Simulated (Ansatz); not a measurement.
**Bi₂TeO₄: rattling a relaxed structure**

The structure comes from a proposed guess, relaxed at this level; another structure or a mixture of phases may lie lower.

Computed with DFT PBE, scalar-relativistic, plane waves, PAW in Ansatz 0.2.0. Plane waves to 420 eV, a k mesh through Γ of 12×12×12 on the computed 7-atom cell and Gaussian smearing (0.10 eV); no spin polarisation.

The cell below (7 atoms, space group I4/mmm (No. 139)) is relaxed within its symmetry.

```xyz
7
Lattice="-1.8454 1.8454 8.9678 1.8454 -1.8454 8.9678 1.8454 1.8454 -8.9678" Properties=species:S:1:pos:R:3 pbc="T T T"
Bi    0.0000    0.0000   12.1050
Bi    0.0000    0.0000    5.8306
Te    0.0000    0.0000    0.0000
O     0.0000    0.0000   15.8701
O     0.0000    0.0000    2.0654
O     0.0000    1.8454    4.4839
O     1.8454    0.0000    4.4839
```

For the test it was strained at random (σ = 1.5 % a component), the atoms were moved at random (σ = 0.10 Å), and all was relaxed again on a coarse 6×6×6 mesh (in the run’s order of axes) with 0.20 eV smearing, with no symmetry imposed.

No dispersion correction is applied, so the spacing and binding between layers, chains or molecules are poorly described. Spin–orbit coupling, which can matter for Bi and Te, is left out.

Q: What happens?

A: It doesn't return. The energy falls by 2 meV/atom on that mesh, the volume changes by 2.9 %, and the end has space group Imm2 (No. 44) at a loose tolerance. Relaxed again on a 12×12×12 mesh with 0.10 eV smearing, the new structure lies 6 meV/atom below the first (mesh in the axes of the run's cell; the cell below is made exact in the group named). Space group Imm2 (No. 44), orthorhombic, a = 3.664 Å, b = 17.857 Å, c = 3.900 Å. Around Bi lie 3 O at 2.20–2.30 Å and 3 O at 2.46–2.54 Å; Te is surrounded by 2 O at 2.06 Å; around O on its first site lie 1 Te at 2.06 Å and 2 Bi at 2.54 Å; O on its second site has 3 Bi at 2.20–2.30 Å, 1 Bi at 2.46 Å and 4 O at 2.68 Å.

```cif
data_structure
_symmetry_space_group_name_H-M 'P 1'
_symmetry_Int_Tables_number 1
_cell_length_a 9.3207
_cell_length_b 9.3207
_cell_length_c 9.3207
_cell_angle_alpha 157.332
_cell_angle_beta 33.363
_cell_angle_gamma 155.846
_cell_volume 127.58
loop_
_atom_site_label
_atom_site_type_symbol
_atom_site_fract_x
_atom_site_fract_y
_atom_site_fract_z
_atom_site_occupancy
Bi1 Bi 0.11374 0.93810 0.17563 1
Bi2 Bi 0.76247 0.93810 0.82437 1
Te1 Te 0.49078 0.99078 0.50000 1
O1 O 0.47776 0.09082 0.38694 1
O2 O 0.70388 0.09082 0.61306 1
O3 O 0.72467 0.47798 0.24669 1
O4 O 0.23129 0.47798 0.75331 1
```
